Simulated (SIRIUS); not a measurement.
## A series of runs on InGaN2 (P3m1, 4 atoms in the cell; from Materials Project mp-1223660)

```
CELL_PARAMETERS angstrom
      3.39929     0.00000     0.00000
     -1.69965     2.94387     0.00000
      0.00000     0.00000     5.55161
ATOMIC_POSITIONS crystal
  In 0.00000 0.00000 0.99840
  Ga 0.66667 0.33333 0.49536
  N  0.66667 0.33333 0.14562
  N  0.00000 0.00000 0.60222
```

Base run A: LDA (PW92), GBRV LDA ultrasoft pseudopotentials (SIRIUS 7.12.0), self-consistent single point.

Its settings: parameters.ngridk = 12 12 6; parameters.xc_functionals = [XC_LDA_X, XC_LDA_C_PW]; parameters.gk_cutoff = 6.325 1/bohr; parameters.pw_cutoff = 14.143 1/bohr; parameters.smearing = gaussian; parameters.smearing_width = 0.000367493 Ha; potentials = GBRV LDA ultrasoft pseudopotentials; parameters.electronic_structure_method = pseudopotential; parameters.num_bands = 25; parameters.num_mag_dims = 0; parameters.num_dft_iter = 100; parameters.energy_tol = 1e-07 Ha; parameters.density_tol = 1e-06; mixer.type = anderson; mixer.beta = 0.3; mixer.use_hartree = false.

The structure comes from a collection of computed structures, made at another level of theory; the collection holds predicted forms beside known ones.

ΔF is the free energy per atom less that of run A. A dash stands where there is no value to compare (another energy zero, no result, no clean gap). 

| run | change | ΔF (meV/atom) | pressure (GPa) | largest force (eV/Å) | gap on the mesh (eV) |
|---|---|---|---|---|---|
| A | base | 0.00 | -10.40 | 0.139 | 0.208 |
| B | volume scaled by 0.94 | -27.1 | -1.46 | 0.136 | 0.471 |
| C | volume scaled by 0.96 | -23.4 | -4.80 | 0.104 | 0.382 |
| D | volume scaled by 0.98 | -14.1 | -7.76 | 0.122 | 0.294 |
| E | volume scaled by 0.99 | -7.6 | -9.12 | 0.131 | 0.251 |
| F | volume scaled by 1.01 | 8.7 | -11.60 | 0.146 | 0.165 |
| G | volume scaled by 1.02 | 18.4 | -12.73 | 0.153 | 0.122 |
| H | volume scaled by 1.04 | 40.7 | -14.79 | 0.190 | 0.039 |
| I | volume scaled by 1.06 | 66.4 | -16.59 | 0.232 | – |

Run C against A: The free energy falls by 23.4 meV/atom, the pressure goes from -10.40 to -4.80 GPa, the largest force goes from 0.139 to 0.104 eV/Å and the gap on the mesh goes from 0.208 to 0.382 eV.

Run D against A: The free energy goes down by 14.1 meV/atom, the pressure goes from -10.40 to -7.76 GPa, the largest force goes from 0.139 to 0.122 eV/Å and the gap on the mesh goes from 0.208 to 0.294 eV.
